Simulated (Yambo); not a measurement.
Yambo run on AlPO4 (space group P6_3mc, No. 186). The wavefunctions are norm-conserving LDA (Quantum ESPRESSO, 84 Ry, without SOC) ones on a 3×3×1 mesh (32 occupied bands); a = 5.2860 Å, b = 5.2860 Å, c = 8.6294 Å, α = 90.00°, β = 90.00°, γ = 120.00°.

Yambo input:

```
rim_cut
gw0
dyson
el_el_corr
HF_and_locXC
ppa
em1d
RandQpts= 1000000
RandGvec= 1 Ry
EXXRLvcs= 84 Ry
VXCRLvcs= 336 Ry
Chimod= "HARTREE"
% BndsRnXp
 1 | 230 |
%
NGsBlkXp= 3 Ry
% LongDrXp
 1.0 | 1.0 | 1.0 |
%
PPAPntXp= 27.2114 eV
% GbndRnge
 1 | 230 |
%
GTermKind= "none"
DysSolver= "n"
ExtendOut
% QPkrange
 1 | 1 | 32 | 33 |
%
```

k points by index: 1 = Γ.

Table of the .qp output:

```
#    K-point    Band    Eo [eV]    E [eV]    E-Eo [eV]    Vxc [eV]    Vnlxc [eV]    Sc|Eo [eV]    Sc|E [eV]    dSc/dw|Eo [eV]    Re(Z)    Im(Z)
#
    1    32    0.000000    -1.844967    -1.844967    -20.06410    -26.01505    3.752088    4.105980    -5.219245    0.839063    -0.985889E-3
    1    33    5.343993    6.594140    1.250147    -8.013712    -4.060837    -2.561418    -2.702728    -3.075665    0.898449    -0.683516E-3
```
(The two width columns are left out.) Convergence of these settings isn't established.

Geometry of the Materials Project entry, not relaxed at this level.
